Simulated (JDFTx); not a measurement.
AlRu(100) slab cut from bulk AlRu (space group Pm-3m, indices of the conventional cell, lattice of the Materials Project entry mp-542569, not re-optimised): 7 atoms in 7 planes, a 1x1 cell of 8.90 Å² (|a| = 2.982, |b| = 2.982 Å), 8.6 Å between the outermost planes, Al outermost, slab composition Al4Ru3, cell height 24.9 Å, 8×8×1 k mesh, Fermi smearing 0.01 Ha, no spin polarisation. Whether this polymorph is the ambient one wasn't checked.

Profiles through the double layer of this slab, charged, in SCCS (g09 parameters), water, 1 M NaCl; PBE, GBRV ultrasoft potentials, plane waves to 20/100 Ha, a modified build of JDFTx. z is the height above the outermost atoms, φ the plane-averaged electrostatic potential energy of an electron (zero in the bulk liquid), ρ_b the bound charge of solvent and ions, s the cavity shape function (0 in the solid, 1 in the liquid).

```
z (Å)  n (e/Å³)     s  φ (eV)  ρ_b (10⁻³ e/Å³)
-----  --------  ----  ------  ---------------
1.00     0.0778  0.00  -1.886             0.00
1.46     0.0336  0.00  -0.832             0.00
1.92     0.0126  0.00  -0.156             0.11
2.38     0.0045  0.01   0.005             0.91
2.84     0.0016  0.44   0.011             1.53
3.30     0.0006  1.00   0.010             0.69
3.76     0.0002  1.00   0.009             0.27
4.23     0.0001  1.00   0.008             0.11
4.69     0.0000  1.00   0.007             0.05
5.15     0.0000  1.00   0.006             0.02
5.61     0.0000  1.00   0.005             0.01
6.07     0.0000  1.00   0.004             0.01
6.53     0.0000  1.00   0.004             0.00
6.99     0.0000  1.00   0.003             0.00
7.45     0.0000  1.00   0.003             0.00
7.91     0.0000  1.00   0.002             0.00
```

Task: Is the electrode positively or negatively charged, and roughly by how much?

Result: Negatively: σ = -2.8 μC/cm² per face. The liquid's bound charge is of the opposite sign overall, and far from the surface φ decays with the screening length (3.0 Å).
